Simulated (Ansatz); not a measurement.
A relaxed structure of Al₃Ru₂ is spoiled in several ways and relaxed again each time (noise and exchanges are one random draw each; squeezed and stretched starts keep its symmetry, which their runs cannot lower; pressure is positive under compression). Method: PBEsol (plane waves to 420 eV, PAW, scalar-relativistic; Ansatz, a quantum-chemistry and plane-wave program).

```cif
data_Al6Ru4
_chemical_formula_sum 'Al6 Ru4'
_space_group_name_H-M_alt 'I4/mmm'
_space_group_IT_number 139
_space_group_name_Hall '-I 4 2'
_cell_length_a 3.07324
_cell_length_b 3.07324
_cell_length_c 14.25306
_cell_angle_alpha 90.000
_cell_angle_beta 90.000
_cell_angle_gamma 90.000
loop_
_atom_site_label
_atom_site_type_symbol
_atom_site_symmetry_multiplicity
_atom_site_Wyckoff_symbol
_atom_site_fract_x
_atom_site_fract_y
_atom_site_fract_z
_atom_site_occupancy
Al1 Al 2 a 0.00000 0.00000 0.00000 1
Al2 Al 4 e 0.00000 0.00000 0.19376 1
Ru1 Ru 4 e 0.00000 0.00000 0.39435 1
```
(The calculation used a cell of 5 atoms; values per cell refer to that cell.)

Task: One start gave a first pressure of -32.0 GPa, a largest first force of 0.95 eV/Å and released 0.98 eV/atom. Which change was it?
(A) stretched uniformly to 150 % of its volume
(B) with one Al and one Ru atom exchanged in a cell of 5 atoms

Result: A, stretched uniformly to 150 % of its volume. All starts:

| change | first pressure (GPa) | largest first force (eV/Å) | released (eV/atom) | moves | outcome | final group | E − E(parent) (eV/atom) |
|---|---|---|---|---|---|---|---|
| with one Al and one Ru atom exchanged in a cell of 5 atoms | 13.6 | 3.61 | 0.32 | 13 | trapped higher | I4/mmm | +0.45 |
| stretched uniformly to 150 % of its volume | -32.0 | 0.95 | 0.98 | 12 | returns to the parent | I4/mmm | 0.00 |

The exchanged pair stays exchanged: it costs 2.2 eV for the cell of 5 atoms (one exchange in a very small cell, not a dilute defect).

First-step values come from each run's starting, coarser k-mesh (15×15×15, 13×13×13). Each cell has its own k-point mesh; energy differences are given only to the digits this allows. No spin polarisation in the result.

The relaxation started from an entry of Materials Project.
